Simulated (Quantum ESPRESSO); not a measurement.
**Kohn-Sham bands of Mo2N (anti-anatase)**

```xyz
6
Lattice="4.2556 0.0000 0.0000 0.0000 4.2556 0.0000 -2.1278 -2.1278 3.9751" Properties=species:S:1:pos:R:3 pbc="T T T"
Mo     2.1278     0.0000    -0.1037
Mo     0.0000     0.0000     1.8839
Mo     0.0000     0.0000    -1.8839
Mo     0.0000    -2.1278     0.1037
N     -2.1278     0.0000     1.9875
N      2.1278     2.1278     0.0000
```

Materials Project entry mp-27953; symmetrised, unrelaxed at this level. COD (Crystallography Open Database) has an entry of this formula and space group (matched by these alone). Computed values, not measurements, from PBEsol: Quantum ESPRESSO (norm-conserving PseudoDojo potentials, cutoff 68 Ry, spinors with spin-orbit coupling) on a Γ-centred 4×4×4 mesh, then Wannier90. Density: 8×8×8 mesh, cold smearing 0.01 Ry.

Energies are relative to the Fermi level; weights are on the orthonormalised atomic waves of the pseudopotential files, averaged over the group. 66 electrons a cell are treated as valence.

| bands | from (eV) | to (eV) | filling | weight on atomic waves |
|---|---|---|---|---|
| 1–8 | -61.66 | -61.42 | filled | [?] |
| 9–16 | -37.59 | -37.06 | filled | [?] |
| 17–32 | -35.32 | -34.36 | filled | [?] |
| 33–36 | -17.45 | -15.69 | filled | [?] |

Task: Which atomic shells make up each group?

Result: 
- 1–8, weight on atomic waves: Mo 4s 95 %
- 9–16, weight on atomic waves: Mo 4p 98 %
- 17–32, weight on atomic waves: Mo 4p 98 %
- 33–36, weight on atomic waves: N 2s 68 %, Mo 4d 18 %, Mo 5s 10 %

No gap over 0.05 eV opens at the Fermi level at this level of theory.
